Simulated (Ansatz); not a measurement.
The elements of this relaxed trial crystal are hidden behind letters.

```
lattice vectors (Å)
   3.9099    0.0000    0.0000
  -1.9550    3.3861    0.0000
   0.0000    0.0000    6.8541
fractional positions
X 0.6667 0.3333 0.1955
X 0.3333 0.6667 0.8045
Z 0.0000 0.0000 0.5000
Q 0.0000 0.0000 0.0000
Q 0.3333 0.6667 0.1334
Q 0.6667 0.3333 0.8666
```

Computed with Ansatz, DFT PBE, scalar-relativistic, plane waves, PAW. Settings of the last relaxation (6-atom cell): 420 eV, 12×12×6 k points, Gaussian smearing of 0.01 eV, no spin polarisation.

```
Space group                                : P-3m1 (No. 164)
Conventional cell                          : a = 3.910 Å, c = 6.854 Å
Volume per atom                            : 15.12 Å³
Density                                    : 6.51 g/cm³
Energy over the elements                   : −2.532 eV/atom
Gap on the 12×12×6 mesh of the 6-atom cell : 0.14 eV
```

Energies are uncorrected and count from the elements' standard states at the same level.

Task: X is a d-block element of period 4, Z is a p-block element of period 6 and Q is a p-block element of period 2. Which elements are they?

Result: X = Sc, Z = Bi, Q = F, so the formula is Sc2BiF3. Density times volume gives a mean mass of 6.51 × 15.12/1.6605 = 59.3 u per atom, and this set has 59.3 u. Sc is surrounded by 4 F at 2.25–2.30 Å, 3 F at 2.63 Å and 3 Bi at 3.07 Å; Bi has 6 Sc at 3.07 Å and 8 F at 3.38–3.43 Å; F on a site of symmetry -3m has 6 F at 2.44 Å, 6 Sc at 2.63 Å and 2 Bi at 3.43 Å; 1 more site not described. Other sets within the hints have nearly the same mass, so mass alone doesn't settle it; this one was computed.

These runs have no spin–orbit coupling, which can matter for Bi. Kohn–Sham gaps at this level usually fall short of measured ones. The missing spin–orbit coupling can work the other way here. A structure relaxed within its symmetry needn't be a true minimum.
